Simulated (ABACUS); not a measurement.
A self-consistent single point of ZnS (F-43m, 2 atoms in the cell; from Materials Project mp-10695, changed as shown).

```xyz
2
Lattice="0.0000 2.6847 2.6847 2.6847 0.0000 2.6847 2.6847 2.6847 0.0000" Properties=species:S:1:pos:R:3 pbc="T T T"
Zn     0.0000     0.0000     0.0000
S      1.3423     1.3423     1.3423
```

All values come from this method and carry its errors: PBE, PseudoDojo 0.5 standard norm-conserving PBE (tails mended) pseudopotentials (plane waves; ABACUS 3.10.1).

ABACUS settings:

| key | value |
|---|---|
| KPT | MP 7 7 7 0 0 0 |
| basis_type | pw |
| dft_functional | PBE |
| ecutwfc | 84 Ry |
| smearing_method | fixed |
| potentials | PseudoDojo 0.5 standard norm-conserving PBE (tails mended) |
| symmetry | 1 |
| ks_solver | dav |
| scf_nmax | 100 |
| scf_thr | 1.0e-09 Ry |
| mixing_type | broyden |
| mixing_beta | 0.4 |

Results:

| Item | Value |
|---|---|
| Number of valence electrons | 26 |
| Number of bands | 23 |
| Number of k-points after the program's reduction | 20 |
| Number of plane waves (most at a k-point) | 3479 |
| Number of SCF iterations | 10 |
| FFT grid | 45 × 45 × 45 |
| Free energy E − TS | -5989.3780 eV |
| Pressure | 3.11 GPa |

Stress (GPa, positive for compression):
```
3.11  0.00  0.00
0.00  3.11  0.00
0.00  0.00  3.11
```

For comparison: a first run was changed to give this one (volume scaled by 0.99), and from it to this one the free energy goes up by 3.3 meV/atom and the pressure goes from 2.29 to 3.11 GPa.

The structure comes from a collection of computed structures, made at another level of theory; the collection holds predicted forms beside known ones.

Cost on one core: roughly 60 core-seconds.

“Tails mended”: in these copies of the files the far tail of each local potential was reset to the Coulomb form.
